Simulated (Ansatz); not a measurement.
**V3P4: reading a single point**

```yaml
crystal:
  lattice:
    - [-6.03878, 0.00000, 2.46623]
    - [0.00000, 0.00000, 4.93246]
    - [0.00000, 7.34325, 2.46623]
  atoms:
    - { symbol: V, position: [0.50376, 0.15907, 0.16458] }
    - { symbol: V, position: [0.49624, 0.82741, 0.83542] }
    - { symbol: V, position: [0.99624, 0.91283, 0.66458] }
    - { symbol: V, position: [0.00376, 0.57365, 0.33542] }
    - { symbol: P, position: [0.83480, 0.83930, 0.99980] }
    - { symbol: P, position: [0.16520, 0.67390, 0.00020] }
    - { symbol: P, position: [0.66520, 0.92410, 0.49980] }
    - { symbol: P, position: [0.33480, 0.08910, 0.50020] }
    - { symbol: P, position: [0.32020, 0.42500, 0.84560] }
    - { symbol: P, position: [0.67980, 0.59080, 0.15440] }
    - { symbol: P, position: [0.17980, 0.99520, 0.34560] }
    - { symbol: P, position: [0.82020, 0.52060, 0.65440] }
    - { symbol: V, position: [0.00000, 0.25000, 0.00000] }
    - { symbol: V, position: [0.50000, 0.50000, 0.50000] }
```

The numbers come from plane-wave PAW DFT (Ansatz): PBEsol, no spin polarisation, 420 eV, 6×6×6 Γ-centred k points, fermi-dirac occupations (width 0.0557 eV). Nothing was relaxed.

Problem. Is it stable against the elements?

Solution. 0.28 eV an atom against the elements' usual phases (free molecules for gases, crystals otherwise, with no correction for O₂ or N₂), so at this geometry it isn't bound against them. Relaxing would lower it.

Problem. Is the cell too large or too small?

Solution. The pressure is -8.2 GPa (compression positive), so with the atoms held at these fractions the cell would first shrink; the forces are large, so a full relaxation may end otherwise. The principal stresses -12.6, -10.8, -1.3 GPa differ, so its shape would change too.

Problem. Metal or insulator?

Solution. It is a metal, with about 18 states/eV a cell as the mean within 0.25 eV of the Fermi level, mostly V d (86 %).

Problem. Which atom feels the largest force, and which way?

Solution. The largest is on P9 (and as large on other atoms): 7.17 eV/Å, components (-3.61, -4.20, -4.56). It makes 179° with the line to a nearest neighbour, P6 at 1.92 Å, pointing away from it.

Problem. How is the charge shared?

Solution. Bader charges in e: V +1.06, P -0.98 to -0.61. In the mean V gives up most and P takes most.

Origin: a known structure type with other elements, at an estimated volume, so it need not be a known compound. Caveats: no spin polarisation, so a magnetic state may lie lower; atoms or cell far from equilibrium.
